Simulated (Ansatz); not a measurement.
# WS₂ stretched along one axis: stress and gap

Cell: a COD entry whose atoms were relaxed with PBE, the cell held.

```
W S
1.0
     3.15320    0.00000    0.00000
    -1.57660    2.73075    0.00000
     0.00000    0.00000   12.32300
W S
2 4
Cartesian
  0.0000 1.8205 3.0808
  1.5766 0.9103 9.2423
  0.0000 1.8205 7.6657
  1.5766 0.9103 1.5042
  0.0000 1.8205 10.8188
  1.5766 0.9103 4.6573
```

Atom numbers follow the list; atoms alike are taken as one site, whose name carries the number of the first.

Computed with Ansatz: DFT, PBE, plane waves and PAW, scalar-relativistic, collinear spin, 420 eV cutoff, Γ-centred 16×16×4 k-points, Fermi–Dirac smearing 0.02 eV. Start moments as typed (μB): 2 on each W, none on the rest.

The cell is stretched along z (the third Cartesian axis of the run's cell), x and y held, and the ions relax again each time. Tension counts as positive.

| strain along z (%) | stress along z (GPa) | stress along x (GPa) | gap on the k-mesh (eV) |
| --- | --- | --- | --- |
| -3 | -5.8 | -4.6 | 0.81 |
| -2 | -4.8 | -4.4 | 0.87 |
| -1 | -4.0 | -4.2 | 0.93 |
| 0 | -3.4 | -4.0 | 0.99 |
| +1 | -2.8 | -3.9 | 1.04 |
| +2 | -2.4 | -3.7 | 1.10 |
| +3 | ? | ? | ? |

Q: Estimate the row at +3 % from the others.

A: stress along z (GPa): -2.1; stress along x (GPa): -3.6; gap on the k-mesh (eV): 1.15. Worked: parabolas through the other 6 rows give -2.1 and -3.7 GPa at +3 %. Their slopes at zero strain are 61 GPa (the stiffness along z) and 16 GPa (the coupling of z to x). They hold at this cell, where the calculated pressure is 3.8 GPa. The gap opens by 56 meV per per cent of stretch between the rows next to zero strain; the parabola gives 1.15 eV for the withheld row.

PBE gaps are too small, by a third to a half in many semiconductors; their changes with strain are better.

All values belong to this cell and structure model. The start moments die out, and the run ends without spin.
